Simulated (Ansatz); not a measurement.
Mg2SeS:
```
CELL_PARAMETERS angstrom
      4.05562     0.00000     0.00000
      0.00000     4.05562     0.00000
      0.00000     0.00000     5.72219
ATOMIC_POSITIONS crystal
  Mg 0.50000 0.00000 0.73704
  Mg 0.00000 0.50000 0.26296
  Se 0.50000 0.50000 0.00000
  S  0.00000 0.00000 0.50000
```

x, y and z are the axes in which the lattice vectors are written.

Question: Give the proper piezoelectric stress tensor with relaxed ions from the program Ansatz at the LDA level (PAW).

Answer: In C/m², rows x, y, z, Voigt columns; mesh uncertainty up to 0.00.
```
 0.00   0.00   0.00   0.00  -0.29   0.00
 0.00   0.00   0.00   0.29   0.00   0.00
-0.30   0.30   0.00   0.00   0.00   0.00
```

The elastic tensor of the same run (GPa):

|  | 1 | 2 | 3 | 4 | 5 | 6 |
|---|---|---|---|---|---|---|
| 1 | 85.3 | 33.1 | 49.7 | 0.0 | 0.0 | 0.0 |
| 2 | 33.1 | 85.3 | 49.7 | 0.0 | 0.0 | 0.0 |
| 3 | 49.7 | 49.7 | 67.3 | 0.0 | 0.0 | 0.0 |
| 4 | 0.0 | 0.0 | 0.0 | 25.5 | 0.0 | 0.0 |
| 5 | 0.0 | 0.0 | 0.0 | 0.0 | 25.5 | 0.0 |
| 6 | 0.0 | 0.0 | 0.0 | 0.0 | 0.0 | 9.6 |

Question: Convert to strain constants d = e·S.

Answer: In pC/N:
```
  0.0    0.0    0.0    0.0  -11.4    0.0
  0.0    0.0    0.0   11.4    0.0    0.0
 -5.7    5.7    0.0    0.0    0.0    0.0
```

Space group P-4m2. The first step of the workflow began from a Materials Project structure, measured or hypothetical; the Crystallography Open Database copy checked does not list it. Whether it is the stable phase at ambient conditions was not checked. The cell was relaxed with LDA under the symmetry of its start; phonons on a q-mesh show no instability.

Potentials: the later of the program's two PAW sets.
